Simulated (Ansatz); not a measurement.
KBr (rock salt)

```
KBr
1.0
    0.00000     3.35261     3.35261
    3.35261     0.00000     3.35261
    3.35261     3.35261     0.00000
Br K
1 1
Direct
  0.00000   0.00000   0.00000
  0.50000   0.50000   0.50000
```

In this cell atom 1 (Br, nearest neighbour K at 3.353 Å; its periodic images, 4.7 Å or more away, move with it) is moved by u·(0.707, 0.707, 0.000) + v·(0.000, 0.000, 1.000); the rest is frozen.

Computed with PBE (plane waves to 420 eV, PAW, scalar-relativistic; Ansatz, a first-principles code). k mesh 7×7×7 (Γ-centred), Fermi-Dirac smearing 0.05 eV. Fu and Fv are the components of the force on the atom. KBr was relaxed with its symmetry unable to fall. 

```tsv
Fv (eV/Å)	u = -0.500	u = -0.250	u = 0.000	u = 0.250	u = 0.500
v = -0.500	[?]	[?]	[?]	[?]	[?]
v = -0.250	0.19	0.27	0.29	0.27	0.19
v = 0.000	0.00	0.00	0.00	0.00	0.00
v = 0.250	-0.19	-0.27	-0.29	-0.27	-0.19
v = 0.500	[?]	[?]	[?]	[?]	[?]
```

Q: What belongs in the gaps?

A: 
- v = -0.500, u = -0.500: 0.68
- v = -0.500, u = -0.250: 0.86
- v = -0.500, u = 0.000: 0.93
- v = -0.500, u = 0.250: 0.86
- v = -0.500, u = 0.500: 0.68
- v = 0.500, u = -0.500: -0.68
- v = 0.500, u = -0.250: -0.86
- v = 0.500, u = 0.000: -0.93
- v = 0.500, u = 0.250: -0.86
- v = 0.500, u = 0.500: -0.68

(A displaced cell: forces are minus the slopes of the energy, force constants its curvatures, and phonons follow from these.)
